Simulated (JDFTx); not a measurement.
System: boron monoxide dimer, B2O2 (SMILES O=BB=O), charge 0, multiplicity 1; geometry: a GFN2-xTB minimum in vacuum (one conformer, no imaginary frequency past 20 cm⁻¹; largest PBE force component 1.8 eV/Å). Coordinates in Å:
```
O    -2.00    0.00    0.00
B    -0.81    0.00    0.00
B     0.81    0.00    0.00
O     2.00    0.00    0.00
```

Computed with a modified build of JDFTx: PBE, GBRV ultrasoft potentials, plane waves to 20/100 Ha. Liquid: CANDLE, water, 0.5 M NaCl. The liquid run sits in a periodic box with 4 Å from the outermost atoms to the faces; the vacuum run is isolated. The box matters at about 0.01 eV. Solvation energy here means the total energy in the continuum liquid minus that in vacuum, same nuclei, nothing added for thermal motion or standard states.

The values are those of the intact species: the continuum can't coordinate to it or react with it.

Predict the solvation energy and the highest occupied level.

solvation energy: -6.7 kcal/mol
part: cavitation term of the fluid: 8.9 kcal/mol
part: dispersion term of the fluid: -6.7 kcal/mol
part: electrostatic term of the fluid: -12.4 kcal/mol
part: distortion of the solute's electrons: 3.5 kcal/mol
highest occupied level in vacuum (zero: vacuum level): -9.51 eV
highest occupied level in the liquid (zero: bulk electrolyte): -9.08 eV
